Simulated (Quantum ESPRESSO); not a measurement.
# Al6PtTa: input and log of a self-consistent run

A calculation, not a measurement. The program is pw.x of Quantum ESPRESSO 7.5 (plane-wave density functional theory). The cell is made up: eight metal atoms on a face-centred cubic lattice, with elements, volume, strain and displacements drawn at random and not relaxed, so it may be unstable or far from any real phase. PseudoDojo standard norm-conserving files set the functional (PBE unless stated); there is no spin polarisation or spin-orbit coupling, the Fermi-Dirac width of 0.25 eV means electrons at about 2900 K, and the masses in the input are unused placeholders. Heavy elements are run without spin-orbit coupling, which real alloys of them have. A spin test at this wide smearing found no moment, but such smearing suppresses magnetism that the real alloy may have.

Input:

```
&control calculation='scf', pseudo_dir='./dojo.nc.sr.pbe.v0_5.standard.upf', outdir='./o', disk_io='minimal', tprnfor=.true., tstress=.true. /
&system ibrav=0, nat=8, ntyp=3, nbnd=35, ecutwfc=84.00895049, nosym=.true., tot_charge=0,
 occupations='smearing', smearing='fd', degauss=0.0183746611
/
&electrons conv_thr=1.470e-08, electron_maxstep=70, mixing_beta=0.5 /
ATOMIC_SPECIES
Al 1.0 Al.upf
Pt 1.0 Pt.upf
Ta 1.0 Ta.upf
CELL_PARAMETERS angstrom
-1.9449 -3.9245 -1.9968
-3.88 1.9933 1.9248
-0.0747 3.9426 -3.9551
ATOMIC_POSITIONS angstrom
Al -0.0004 0.0185 0.0063
Al -0.0001 1.9971 -1.9758
Al -1.9832 1.9696 -0.0131
Pt -1.9689 3.946 -2.0982
Al -1.9672 0.0239 -1.9514
Al -1.9863 1.9683 -4.0271
Ta -3.8407 0.0112 -0.0048
Al -3.9345 2.0603 -1.9918
K_POINTS automatic
6 6 5 1 1 1
```

The log is shortened where brackets say so; the opening notice, blank lines, dates and the lines on written files are dropped, and the path of the files is cut. It prints rydbergs, bohrs and kilobars, and counts compression as positive stress. Its total energy is the free energy E - TS of the whole cell.

```
     Program PWSCF v.7.5
     Parallel version (MPI & OpenMP), running on       4 processor cores
     Number of MPI processes:                 4
     Threads/MPI process:                     1
     [start-up lines left out]
     bravais-lattice index     =            0
     lattice parameter (alat)  =       9.0965  a.u.
     unit-cell volume          =     817.4219 (a.u.)^3
     number of atoms/cell      =            8
     number of atomic types    =            3
     number of electrons       =        49.00
     number of Kohn-Sham states=           35
     kinetic-energy cutoff     =      84.0090  Ry
     charge density cutoff     =     336.0358  Ry
     scf convergence threshold =      1.5E-08
     mixing beta               =       0.5000
     number of iterations used =            8  plain     mixing
     Exchange-correlation= PBE
                           (   1   4   3   4   0   0   0)
     [axes and pseudopotential details left out]
   Cartesian axes
     site n.     atom                  positions (alat units)
         1        Al     tau(   1) = (  -0.0000831   0.0038432   0.0013088  )
         2        Al     tau(   2) = (  -0.0000208   0.4148798  -0.4104549  )
         3        Al     tau(   3) = (  -0.4119922   0.4091669  -0.0027214  )
         4        Pt     tau(   4) = (  -0.4090215   0.8197465  -0.4358824  )
         5        Al     tau(   5) = (  -0.4086684   0.0049650  -0.4053860  )
         6        Al     tau(   6) = (  -0.4126362   0.4088969  -0.8365943  )
         7        Ta     tau(   7) = (  -0.7978714   0.0023267  -0.0009972  )
         8        Al     tau(   8) = (  -0.8173575   0.4280091  -0.4137788  )
     number of k points=    90  Fermi-Dirac smearing, width (Ry)=  0.0184
                       cart. coord. in units 2pi/alat
        k(    1) = (  -0.1429156   0.0193497  -0.0997204), wk =   0.0222222
        k(    2) = (  -0.1713190   0.1106812  -0.2515577), wk =   0.0222222
     [further k points left out]
     Dense  grid:    85023 G-vectors     FFT dimensions: (  54,  54,  64)
     Estimated max dynamical RAM per process >     251.11 MB
     Estimated total dynamical RAM >     942.15 MB
     Initial potential from superposition of free atoms
     starting charge      48.9843, renormalised to      49.0000
     Starting wfcs are   44 randomized atomic wfcs
     total cpu time spent up to now is        3.6 secs
     per-process dynamical memory:   205.9 Mb
     Self-consistent Calculation
     iteration #  1     ecut=    84.01 Ry     beta= 0.50
     Davidson diagonalization with overlap
     ethr =  1.00E-02,  avg # of iterations =  3.9
     total cpu time spent up to now is       12.0 secs
     total energy              =    -418.70134300 Ry
     estimated scf accuracy    <       1.22731875 Ry
     iteration #  2     ecut=    84.01 Ry     beta= 0.50
     Davidson diagonalization with overlap
     ethr =  2.50E-03,  avg # of iterations =  2.7
     total cpu time spent up to now is       19.6 secs
     total energy              =    -418.97688261 Ry
     estimated scf accuracy    <       3.77266265 Ry
     iteration #  3     ecut=    84.01 Ry     beta= 0.50
     Davidson diagonalization with overlap
     ethr =  2.50E-03,  avg # of iterations =  2.0
     total cpu time spent up to now is       26.3 secs
     total energy              =    -419.36145147 Ry
     estimated scf accuracy    <       0.13999087 Ry
     iteration #  4     ecut=    84.01 Ry     beta= 0.50
     Davidson diagonalization with overlap
     ethr =  2.86E-04,  avg # of iterations =  2.8
     total cpu time spent up to now is       33.1 secs
     total energy              =    -419.36705677 Ry
     estimated scf accuracy    <       0.02295512 Ry
     iteration #  5     ecut=    84.01 Ry     beta= 0.50
     Davidson diagonalization with overlap
     ethr =  4.68E-05,  avg # of iterations =  7.8
     total cpu time spent up to now is       42.6 secs
     total energy              =    -419.37406703 Ry
     estimated scf accuracy    <       0.02549118 Ry
     [iterations 6 to 7 left out]
     iteration #  8     ecut=    84.01 Ry     beta= 0.50
     Davidson diagonalization with overlap
     ethr =  2.65E-07,  avg # of iterations =  5.9
     total cpu time spent up to now is       64.7 secs
     total energy              =    -419.37498162 Ry
     estimated scf accuracy    <       0.00005316 Ry
     iteration #  9     ecut=    84.01 Ry     beta= 0.50
     Davidson diagonalization with overlap
     ethr =  1.08E-07,  avg # of iterations =  2.0
     total cpu time spent up to now is       71.4 secs
     total energy              =    -419.37499431 Ry
     estimated scf accuracy    <       0.00001594 Ry
     iteration # 10     ecut=    84.01 Ry     beta= 0.50
     Davidson diagonalization with overlap
     ethr =  3.25E-08,  avg # of iterations =  1.0
     total cpu time spent up to now is       77.2 secs
     total energy              =    -419.37499522 Ry
     estimated scf accuracy    <       0.00000134 Ry
     iteration # 11     ecut=    84.01 Ry     beta= 0.50
     Davidson diagonalization with overlap
     ethr =  2.74E-09,  avg # of iterations =  2.1
     total cpu time spent up to now is       84.0 secs
     total energy              =    -419.37499545 Ry
     estimated scf accuracy    <       0.00000002 Ry
     iteration # 12     ecut=    84.01 Ry     beta= 0.50
     Davidson diagonalization with overlap
     ethr =  3.09E-11,  avg # of iterations =  4.5
     total cpu time spent up to now is       93.2 secs
     End of self-consistent calculation
     [lines on levels left out]
!    total energy              =    -419.37499546 Ry
     estimated scf accuracy    <          8.6E-09 Ry
     smearing contrib. (-TS)   =      -0.05337298 Ry
     internal energy E=F+TS    =    -419.32162248 Ry
     The total energy is F=E-TS. E is the sum of the following terms:
     one-electron contribution =    -191.04623456 Ry
     hartree contribution      =     115.26473499 Ry
     xc contribution           =     -90.64848473 Ry
     ewald contribution        =    -252.89163817 Ry
     convergence has been achieved in  12 iterations
     Forces acting on atoms (cartesian axes, Ry/au):
     atom    1 type  1   force =     0.01044668   -0.00488559   -0.00591663
     atom    2 type  1   force =    -0.00715396    0.00471580    0.00829576
     atom    3 type  1   force =     0.00374587    0.01933944    0.00068390
     atom    4 type  2   force =     0.03097803   -0.00323789    0.04551073
     atom    5 type  1   force =     0.00916432   -0.00840401   -0.02166129
     atom    6 type  1   force =    -0.01194901    0.00033705    0.01733031
     atom    7 type  3   force =    -0.04557792    0.01090542   -0.04766803
     atom    8 type  1   force =     0.01034599   -0.01877021    0.00342526
     Total force =     0.098726     Total SCF correction =     0.000141
     Computing stress (Cartesian axis) and pressure
          total   stress  (Ry/bohr**3)                   (kbar)     P=       82.42
   0.00069333   0.00002208  -0.00001098          101.99        3.25       -1.61
   0.00002208   0.00053681   0.00010338            3.25       78.97       15.21
  -0.00001098   0.00010338   0.00045074           -1.61       15.21       66.31
     init_run     :      3.44s CPU      3.58s WALL (       1 calls)
     electrons    :     89.30s CPU     89.55s WALL (       1 calls)
     forces       :      1.53s CPU      1.54s WALL (       1 calls)
     stress       :      5.72s CPU      5.73s WALL (       1 calls)
     [timing details left out]
     PWSCF        :   1m40.08s CPU   1m40.49s WALL
     JOB DONE.
```

In other units: free energy -5705.887 eV for the cell, pressure 8.24 GPa, largest force component 1.226 eV/Å in size. The run took 102 s of wall time with four MPI processes on a shared machine (AMD EPYC, Zen 5, virtual cores), so the time is rough. A rerun of this cell at a higher cutoff and on a denser mesh moved values by no more than 0.004 eV in energy, 0.10 GPa in stress and 0.008 eV/Å in force, and a second program with other atomic files agreed on that cell to 2 % rms in force and 0.5 GPa in pressure.